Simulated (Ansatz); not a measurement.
Given:

Lu (hcp, Mg type)

```xyz
2
Lattice="3.5043 0.0000 0.0000 -1.7521 3.0348 0.0000 0.0000 0.0000 5.4522" Properties=species:S:1:pos:R:3 pbc="T T T"
Lu     0.0000     2.0232     4.0892
Lu     1.7521     1.0116     1.3631
```

Equation-of-state scan: isotropic scaling of the cell above, V₀ being its volume. Symmetry pins the atoms to their sites.

The numbers are results of r2SCAN (plane waves to 500 eV, PAW, scalar-relativistic; Ansatz, a program for electronic structure), not measurements. k mesh 15×15×9 (Γ-centred), Fermi-Dirac smearing 0.05 eV. E stands for the smeared free energy. Compression counts positive. With the shape held, the modulus is that of even scaling; a crystal free to change shape is softer. Lu is run without spin polarisation. Lu was relaxed with its symmetry unable to fall. The zero of ΔE is the relaxed starting cell.

The scan covers V/V₀ from 0.900 to 1.100 in 9 points.

### Question
What is ΔE at V/V₀ = 0.900?

### Answer
50 meV/atom.

### Question
What pressure does the cell carry at V/V₀ = 0.900?

### Answer
5.9 GPa.

(A scan under strain: stresses follow from slopes of the energy per volume, elastic moduli from its curvatures.)
